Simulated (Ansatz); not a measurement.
## Structures of NaSe3: which is lowest?

Plane-wave DFT in Ansatz with scalar-relativistic PAW potentials, cutoff 420 eV, Γ-centred meshes chosen by cell and gap, Gaussian smearing with energies taken to zero width. Every cell was relaxed (cell and atoms) in a run of its own, within the symmetry of its start. Functional: PBE.

Relaxed structures (starts from databases or built by putting these elements on another compound's sites):
A. I4/mmm, 4 atoms in the computed cell, a = 4.069 Å, c = 10.528 Å; sites (symmetry × multiplicity) Na 4/mmm × 2, Se -4m2 × 4 + 4/mmm × 2; start: built
B. Pm-3m, 4 atoms in the computed cell, a = 4.411 Å; sites (symmetry × multiplicity) Na m-3m × 1, Se 4/mm.m × 3; start: built

Question: Rank them by energy. Could pressure change the order?

Answer:
| structure | group | E − E(lowest) (meV/atom) | V (Å³/atom) | gap on mesh (eV) |
| --- | --- | --- | --- | --- |
| B | Pm-3m | 0.0 | 21.45 | 0.00 |
| A | I4/mmm | 3.4 | 21.79 | 0.00 |

B and A are level within the 5 meV/atom that separate runs leave open. The two lowest differ in volume by under 3 %, too little for a first-order estimate of what pressure does to that pair (other pairs aren't weighed here). Other structures may lie lower than all of these, and vibrations aren't counted.

Spin polarisation was left out, and a magnetic state may lie lower.